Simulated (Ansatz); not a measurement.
Data:

BaO:
```yaml
crystal:
  lattice:
    - [4.44834, 0.00000, 0.00000]
    - [-2.22417, 3.85238, 0.00000]
    - [0.00000, 0.00000, 5.45985]
  atoms:
    - { symbol: Ba, position: [0.66667, 0.33333, 0.25000] }
    - { symbol: Ba, position: [0.33333, 0.66667, 0.75000] }
    - { symbol: O, position: [0.66667, 0.33333, 0.75000] }
    - { symbol: O, position: [0.33333, 0.66667, 0.25000] }
```

This is the LDA-relaxed structure.

Problem. All from LDA in the plane-wave PAW code Ansatz, unless another level is named. Predict the electronic dielectric constant ε∞ (DFPT).

Solution. 3.78 (xx = yy), 3.72 (zz).

Problem. Give the static dielectric constant ε0 (ions relaxed, cell fixed).

Solution. 9.89 (xx = yy), 47.4 (zz).

Problem. And the Born charges (a third of the trace)?

Solution. Ba +2.50, O -2.50 e.

Space group P6_3/mmc. The first step of the workflow began from a Materials Project structure, measured or hypothetical; the Crystallography Open Database copy checked does not list it. It is not the phase usual at ambient conditions (space group No. 225). The LDA relaxation kept the symmetry of its start; its stability against distortions is not shown here. Spin–orbit coupling is left out wherever it is not named.

Potentials: the later of the program's two PAW sets.
